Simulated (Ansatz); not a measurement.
Clamped-ion strain scan in Pt

The calculation used DFT PBEsol, scalar-relativistic, plane waves, PAW (Ansatz). Cutoff 420 eV, Γ-centred 22×22×22 k-points, Gaussian smearing of 0.15 eV. Spin–orbit coupling is left out, which can shift energies with elements as heavy as these. No spin polarisation. Energies are free energies at this smearing, counted from the undisturbed cell; pressure is positive in compression.

Zero of the scan (as given, not relaxed at this level; it stands at -10.9 GPa; this bcc form isn't the usual structure):

```
CELL_PARAMETERS angstrom
-1.58422 1.58422 1.58422
1.58422 -1.58422 1.58422
1.58422 1.58422 -1.58422
ATOMIC_POSITIONS crystal
Pt 0.00000 0.00000 0.00000
```

The cell is strained by ε times the Voigt pattern (1, 0, 0, 0, 0, 0) (xx, yy, zz, yz, xz, xy; engineering shear) with fractional coordinates fixed. The cell is metallic on the mesh throughout. At -11 GPa the given cell is far from its own equilibrium, so these figures belong to a strongly strained crystal.

| ε | ΔE (meV/atom) | stress summed along the pattern (GPa, tension positive) |
| --- | --- | --- |
| -0.0200 | -18.6 | 7.81 |
| -0.0150 | -14.6 | 8.62 |
| -0.0100 | -10.1 | 9.40 |
| -0.0050 | -5.2 | 10.17 |
| 0.0000 | 0.0 | 10.93 |
| 0.0050 | 5.6 | 11.67 |
| 0.0100 | 11.6 | 12.39 |
| 0.0150 | 17.9 | 13.11 |
| 0.0175 | 21.2 | 13.46 |
| 0.0200 | 24.6 | 13.81 |